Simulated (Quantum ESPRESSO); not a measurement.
CaSe (rock salt, space group Fm-3m, No. 225) has an indirect gap of 1.88 eV with norm-conserving PBEsol (Quantum ESPRESSO, 86 Ry, without SOC). After an isotropic strain (on all lattice vectors, atoms relaxed) the gap is indirect, 1.75 eV.

Q: Which strain was applied?
A) -0.7 %
B) -1.5 %
C) +1 %
D) -3 %
E) +2 %

A: B, -1.5 %. Gaps found: -3 %: 1.61 eV (indirect); -1.5 %: 1.75 eV (indirect); -0.7 %: 1.82 eV (indirect); 0 %: 1.88 eV (indirect); 1 %: 1.95 eV (indirect); 2 %: 2.02 eV (indirect).
